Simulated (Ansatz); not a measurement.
An Ansatz (a program for electronic structure) run. Input:

Ansatz 0.2 input:
```yaml
crystal:
  lattice:
    - [3.1094651422, 0.0, 0.0]
    - [-1.5547325711, 2.6928758053, 0.0]
    - [0.0, 0.0, 4.8920916044]
  atoms:
    - { symbol: Zr, position: [0.0, 0.0, 0.0] }
    - { symbol: Ti, position: [0.3333333333, 0.6666666667, 0.5] }
kpoints:
  mp_grid: { grid: [22, 22, 12] }
hamiltonian:
  xc: r2scan
  pseudopotentials: { kind: paw }
scf:
  occupations: { method: fermi_dirac, width: 0.1 }
elastic: { mode: relaxed_ion, stencil: two_point, amplitude: 0.005, f_tol: 0.0005 }
```

Output (shortened):

```
Pseudopotential: Zr, paw, valence charge 12
Pseudopotential: Ti, paw, valence charge 12
Functional definition: r2SCAN
Crystal: 2 atoms, lattice volume = 40.963 Å³
Basis set: ecut = 500 eV, 1085 PW (Γ), exchange–correlation on 96×96×144 points (64 copies of the dense FFT grid, shifted against one another)
Bands: 16, of which v1, the nominal top of the filled ones, is band 12 counted from 1 (11 counted from 0)
Symmetry: 12 space group operations
Space group: P-6m2 (ITA 187), of the structure as read, at distance tolerance 3.4e-5 Å
k-points: 364 of 5808 (time reversal used)
the search or the solves at the SCF's close seem to have found levels that the self-consistency loop had missed (the run counts 1) …
SCF 1 converged in 13 iterations: F = -6699.252668 eV  dr2 = 1.14e-14
Crystal: 2 atoms, lattice volume = 40.963 Å³
SCF 2 converged in 3 iterations: F = -6699.252668 eV  dr2 = 2.69e-16
Crystal: 2 atoms, lattice volume = 40.759 Å³
Symmetry: 4 space group operations
k-points: 931 of 5808 (time reversal used)
SCF 3 converged in 12 iterations: F = -6699.252011 eV  dr2 = 2.10e-14
relax step   1: F+E_penalty+E_count = -6699.25201114 eV  Δ(F+E_penalty+E_count) = +0.000e0 eV  max|allowed force component| = 1.438e-2 eV/Å  Δτ_max = 0.0000 Å  (12 SCF iters, accepted)
Crystal: 2 atoms, lattice volume = 40.759 Å³
SCF 4 converged in 11 iterations: F = -6699.252096 eV  dr2 = 4.06e-15
relax step   2: F+E_penalty+E_count = -6699.25209569 eV  Δ(F+E_penalty+E_count) = -8.456e-5 eV  max|allowed force component| = 1.265e-3 eV/Å  Δτ_max = 0.0064 Å  (11 SCF iters, accepted)
Crystal: 2 atoms, lattice volume = 40.759 Å³
SCF 5 converged in 8 iterations: F = -6699.252096 eV  dr2 = 8.65e-14
relax step   3: F+E_penalty+E_count = -6699.25209635 eV  Δ(F+E_penalty+E_count) = -6.561e-7 eV  max|allowed force component| = 4.562e-6 eV/Å  Δτ_max = 0.0005 Å  (8 SCF iters, accepted)
Crystal: 2 atoms, lattice volume = 40.759 Å³
SCF 6 converged in 2 iterations: F = -6699.252096 eV  dr2 = 2.99e-14
Crystal: 2 atoms, lattice volume = 41.168 Å³
SCF 7 converged in 12 iterations: F = -6699.252220 eV  dr2 = 2.09e-14
relax step   1: F+E_penalty+E_count = -6699.25222020 eV  Δ(F+E_penalty+E_count) = +0.000e0 eV  max|allowed force component| = 1.458e-2 eV/Å  Δτ_max = 0.0000 Å  (12 SCF iters, accepted)
Crystal: 2 atoms, lattice volume = 41.168 Å³
SCF 8 converged in 11 iterations: F = -6699.252303 eV  dr2 = 3.43e-15
relax step   2: F+E_penalty+E_count = -6699.25230345 eV  Δ(F+E_penalty+E_count) = -8.325e-5 eV  max|allowed force component| = 6.370e-4 eV/Å  Δτ_max = 0.0060 Å  (11 SCF iters, accepted)
Crystal: 2 atoms, lattice volume = 41.168 Å³
SCF 9 converged in 8 iterations: F = -6699.252304 eV  dr2 = 2.51e-14
relax step   3: F+E_penalty+E_count = -6699.25230361 eV  Δ(F+E_penalty+E_count) = -1.600e-7 eV  max|allowed force component| = 2.159e-6 eV/Å  Δτ_max = 0.0003 Å  (8 SCF iters, accepted)
Crystal: 2 atoms, lattice volume = 41.168 Å³
SCF 10 converged in 2 iterations: F = -6699.252304 eV  dr2 = 1.02e-14
Crystal: 2 atoms, lattice volume = 40.759 Å³
SCF 11 converged in 13 iterations: F = -6699.251804 eV  dr2 = 9.33e-14
Crystal: 2 atoms, lattice volume = 41.168 Å³
SCF 12 converged in 9 iterations: F = -6699.252400 eV  dr2 = 2.31e-14
Crystal: 2 atoms, lattice volume = 40.963 Å³
Symmetry: 2 space group operations
k-points: 1531 of 5808 (time reversal used)
SCF 13 converged in 13 iterations: F = -6699.252551 eV  dr2 = 2.50e-14
relax step   1: F+E_penalty+E_count = -6699.25255118 eV  Δ(F+E_penalty+E_count) = +0.000e0 eV  max|allowed force component| = 6.332e-5 eV/Å  Δτ_max = 0.0000 Å  (13 SCF iters, accepted)
Crystal: 2 atoms, lattice volume = 40.963 Å³
SCF 14 converged in 3 iterations: F = -6699.252551 eV  dr2 = 4.15e-16
Crystal: 2 atoms, lattice volume = 40.963 Å³
SCF 15 converged in 12 iterations: F = -6699.252551 eV  dr2 = 2.58e-14
relax step   1: F+E_penalty+E_count = -6699.25255118 eV  Δ(F+E_penalty+E_count) = +0.000e0 eV  max|allowed force component| = 6.334e-5 eV/Å  Δτ_max = 0.0000 Å  (12 SCF iters, accepted)
Crystal: 2 atoms, lattice volume = 40.963 Å³
SCF 16 converged in 2 iterations: F = -6699.252551 eV  dr2 = 1.31e-14
SCF converged after 3 iterations
Free energy (F): -6699.252668 eV
Harris-Foulkes:  -6699.252668 eV  (|F-HF|=3.64e-12)
Internal energy: -6699.187512 eV  (E = F + TS)
E sigma→0 (E₀):  -6699.220090 eV
Entropy (-TS):   -0.065156 eV (-32.578 meV/atom)
Fermi energy:    13.594179 eV
--- Per-component energies (eV) ---
  E_band       = -279.486156
  E_kinetic    = 603.989514
  E_local      = -1464.038206  (includes V_loc(G=0)·N_el)
  E_nonlocal   = 87.607879
  E_hartree    = 537.623308
  E_xc         = -247.906855
  E_vxc        = -342.939496  (∫ρ·V_xc dr)
  E_paw        = -4027.646989  (= ΣΔE_a)
  E_vpaw       = -260.921567  (= ΣTr[D̂ρ^β])
  E_aug_tail   = 0.000096  (compensation charges beyond the density's cutoff)
  E_vtau       = 21.569008  (kinetic-family band-sum trace: ∫τ·v_τ [+ j·A + Jᵃ·Aᵃ] dr)
  E_ewald      = -2188.398061
  E_core_change = -0.418199  (= ΣΔE_core)
  E_smearing   = -0.065156  (= −TS)
  E_closure    = 0.000000  (closes the sum)
  Σ components = -6699.252668   (vs F -6699.252668, Δ=0.00e0)
--- Forces (eV/Å), atoms counted from 1 ---
  atom   1  Zr     0.00000000     0.00000000     0.00000000
  atom   2  Ti     0.00000000     0.00000000     0.00000000
  max |Σ_I F_I| component: 3.70e-16 eV/Å
--- Stress (GPa, compression-positive) ---
        0.077629       0.000000       0.000000
        0.000000       0.077629       0.000000
        0.000000       0.000000       0.228188
  P = ⅓ Tr σ = 0.1278 GPa (1.278 kbar)
--- Band table (eV; the first three rows and the last of 364) ---
  k-point 0: bands = ["-45.7922", "-36.6221", "-21.0482", "-20.7985", "-20.7985", "-14.0236", "-13.4465", "-13.4465", "7.3972", "10.6192", "14.4440", "14.4440", "14.5785", "14.6578", "15.2604", "15.2604"]
  k-point 1: bands = ["-45.7922", "-36.6223", "-21.0469", "-20.7985", "-20.7985", "-14.0267", "-13.4465", "-13.4465", "7.4598", "10.6058", "14.4170", "14.4170", "14.4485", "14.6390", "15.1234", "15.1234"]
  k-point 2: bands = ["-45.7922", "-36.6225", "-21.0434", "-20.7984", "-20.7984", "-14.0350", "-13.4466", "-13.4466", "7.6445", "10.5515", "14.1688", "14.3580", "14.3580", "14.5307", "14.9628", "14.9628"]
  k-point 363: bands = ["-45.7504", "-36.4592", "-21.0068", "-20.9915", "-20.9790", "-14.1998", "-14.1088", "-13.8580", "11.8067", "12.2274", "12.4907", "12.8211", "13.3493", "13.5253", "15.5516", "15.6129"]
--- Elastic constants: 3 strain directions × 2 members + reference (group order 12) ---
  dense FFT box of the reference and of every strained cell: 24×24×36
  strains applied: 11, 33, 23; error gains …
  C = ∂σ_k/∂η_j (tension-positive GPa; Voigt order 11 22 33 23 13 12):
       146.243     81.308     69.179      0.000      0.000      0.000
        81.308    146.243     69.179      0.000      0.000      0.000
        69.331     69.331    176.938      0.000      0.000      0.000
         0.000      0.000      0.000     36.349      0.000      0.000
         0.000      0.000      0.000      0.000     36.349      0.000
         0.000      0.000      0.000      0.000      0.000     32.467
  reference stress σ⁰ (GPa):     -0.078     -0.078     -0.228      0.000      0.000      0.000
  moduli (Voigt/Reuss/Hill, GPa): K = 101.01/100.75/100.88   G = 37.67/36.66/37.17   E = 99.31   ν = 0.336
  mechanically stable: yes (min eigenvalue of sym C = 32.47 GPa)
  strain η (Voigt 11):  stress-route row diagonal C_11 = 146.24 GPa, energy-path curvature d²(F+E_count+ΔE)/dδ²/Ω₀ = 146.25 GPa
         δ    σ_11 (GPa)             F (eV)   n_scf  n_hpsi   n_pw
    -5.000e-3      -0.8193       -6699.2520964       2  155349   1085   relax 3 steps, max|allowed force component| 4.56e-6 eV/Å
     5.000e-3       0.6431       -6699.2523036       2  153470   1085   relax 3 steps, max|allowed force component| 2.16e-6 eV/Å
  strain η (Voigt 33):  stress-route row diagonal C_33 = 176.94 GPa, energy-path curvature d²(F+E_count+ΔE)/dδ²/Ω₀ = 176.94 GPa
         δ    σ_33 (GPa)             F (eV)   n_scf  n_hpsi   n_pw
    -5.000e-3      -1.1245       -6699.2518038      13  159853   1085   relax 0 steps, max|allowed force component| 1.58e-16 eV/Å
     5.000e-3       0.6449       -6699.2523996       9  123426   1086   relax 0 steps, max|allowed force component| 1.65e-16 eV/Å
  strain η (Voigt 23):  stress-route row diagonal C_44 = 36.35 GPa, energy-path curvature d²(F+E_count+ΔE)/dδ²/Ω₀ = 36.43 GPa
         δ    σ_23 (GPa)             F (eV)   n_scf  n_hpsi   n_pw
    -5.000e-3      -0.1817       -6699.2525512       3  327486   1085   relax 1 steps, max|allowed force component| 6.33e-5 eV/Å
     5.000e-3       0.1817       -6699.2525512       2  252387   1085   relax 1 steps, max|allowed force component| 6.33e-5 eV/Å
```

Cost: roughly 25 core-minutes on shared cores.

The first step of the workflow began from a Materials Project structure, measured or hypothetical; the Crystallography Open Database copy checked does not list it. With Zr and Ti taken as one species the cell has the higher symmetry P6_3/mmc, so it may be an ordered model of a mixed-site phase. Whether it is the stable phase at ambient conditions was not checked. The cell was relaxed with r²SCAN under the symmetry of its start; its stability against distortions is not shown here. No spin polarisation was allowed. As this level gives no gap, shear constants depend on the k-mesh and smearing (Fermi–Dirac, 0.1 eV here). Axis ratios of metals converge slowly with the k-mesh, so a and c are less sure than the volume. Spin–orbit coupling is left out wherever it is not named.

Potentials: the later of the program's two PAW sets.

Ansatz is a plane-wave DFT program.
